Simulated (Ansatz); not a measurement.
## Co (hcp)

Computed with Ansatz (plane waves, PAW, 420 eV cutoff): PBE, scalar-relativistic, collinear spin, Γ-centred 20×20×10 mesh, 0.05 eV Gaussian smearing. The datasets are Ansatz's generated set soft_2.

```
CELL_PARAMETERS angstrom
2.49338 0.00000 0.00000
-1.24669 2.15933 0.00000
0.00000 0.00000 4.03106
ATOMIC_POSITIONS crystal
Co 0.33333 0.66667 0.75000
Co 0.66667 0.33333 0.25000
```

Magnetic state: ferromagnetic, site spin moments Co 1.68 μB.

The cell is relaxed to zero pressure at this level.

Path: Γ–M–K–Γ–A–L–H–A | L–M | H–K, with Γ = (0.000, 0.000, 0.000), M = (0.500, 0.000, 0.000), K = (0.333, 0.333, 0.000), A = (0.000, 0.000, 0.500), L = (0.500, 0.000, 0.500), H = (0.333, 0.333, 0.500) in reciprocal vectors of the calculation's cell.

Is it a metal or an insulator, and if it has a gap, where are the band edges on this path?

A metal: bands cross the Fermi level.

Bands as a text map, energy in eV from the Fermi level (dashes), each leg drawn with the same width, + spin up, o spin down, # both:
```
  4.86 |           o #                             o                    +  
  4.57 |      +  oo                                                      + 
  4.29 |   o   oo   + +   +                    o+               ooo       +
  4.00 |           +o+                             +           o           
  3.71 |          +o   o                                      o            
  3.43 |   +    ++         o                  o+             o             
  3.14 |       +  o +                                          ++++        
  2.86 |  o      o                           o+     o       o +            
  2.57 |       oo  +       +                               o +   oo        
  2.29 |               +o                  oo+            o +  oo          
  2.00 |  +       +         o             o         +      o               
  1.71 | o    o  +                       o  +        o     +  o            
  1.43 |     ooo#o                      o  #              ##ooooooo        
  1.14 |ooooo o#oooooooooooooooooo     o o# ooooooooooo      oo####oooo  oo
  0.86 | +   o     oooo  o  +     ooooo o             oooo  ###        oooo
  0.57 |    o          o+ o       oo  oo               o     o         o   
  0.29 |    o +         o        o       + oooo      +    ooo o      oo    
  0.00 |---o-------------ooo--ooo--------ooo---oo---------oo--------o------
 -0.29 |#ooo        ooo   ooo##         #   o    oooooo    oo  o   oooooooo
 -0.57 |ooo##+######   ### ooooo       # o+++#+    ++ +o  +++######        
 -0.86 |###oo#+   ++++++###########o o#  +     ++++  + +o  +  ##+o ++++++++
 -1.14 | o  o+ooooooo  # #  o ooooo###### ++++o       +###++ ++ ooo    +   
 -1.43 | +o +      ooooo# +      ##oo         +o     oo  o  +  +      +oooo
 -1.71 |   #             ++o+  ++  o oo  +++   +#oooo  oo +++      o##o    
 -2.00 |++++oooooo++++++  #++++        o#   ++ oo+++###    + ++ +oo++++++++
 -2.29 |+++#++++++oo    ++o+++++++    ++ ooooo#  o o   +  oo## ##++        
 -2.57 |++++#+++++++ooo+##+++++++++++++ +      +  o     ++ ooo#+  +oooooooo
 -2.86 | +    ++++++###### ++   +++++  +        +#++++++ +     o+++++######
        Γ      M      K      Γ      A      L      H      AL       MH      K
```

It took roughly 60 core-seconds on a shared host.

The run wasn't fully tested for a lower electronic state. Site moments are of spin, integrated over atomic spheres.
